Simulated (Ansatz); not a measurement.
Te2Pt:
```
Te2Pt
1.0
    4.08801     0.00000     0.00000
   -2.04400     3.54032     0.00000
    0.00000     0.00000     5.39429
Te Pt
2 1
Direct
  0.66667   0.33333   0.74737
  0.33333   0.66667   0.25263
  0.00000   0.00000   0.00000
```

Relaxed with PBE. Special points in fractions of this cell's reciprocal vectors: Γ (0.000, 0.000, 0.000); M (0.500, 0.000, 0.000); K (0.333, 0.333, 0.000); A (0.000, 0.000, 0.500); L (0.500, 0.000, 0.500); H (0.333, 0.333, 0.500).

### Question
List the band energies nearest the Fermi level at these points for the program Ansatz at the PBE level (PAW).

### Answer
In eV from the Fermi level; about four levels below and three above (degenerate sets whole), none deeper than 8.9 eV; points with the same levels are listed once.

```tsv
k	below	above
Γ	-3.60 -3.60 -2.58 -0.51 -0.51	1.07 1.07 1.24
M	-3.27 -3.27 -3.17 -2.80	0.19 2.29 3.66
K	-1.80 -1.80 -0.22 -0.22	2.68 6.51 7.65 7.65
A	-2.22 -1.53 -1.05 -1.05	2.05 2.05 4.11
L	-3.27 -3.11 -2.35 -0.81	0.57 1.24 3.88
H	-3.77 -3.36 -2.55 -2.55	2.15 2.15 5.47
```

Space group P-3m1. Symmetry was held in the PBE relaxation. No spin polarisation was allowed. A crystal of weakly bound layers computed without a dispersion correction: the cell and the soft elastic constants depend strongly on that. Scalar-relativistic: spin–orbit coupling is off unless named, which matters more the heavier the elements.

Potentials: the earlier of the program's two PAW sets.
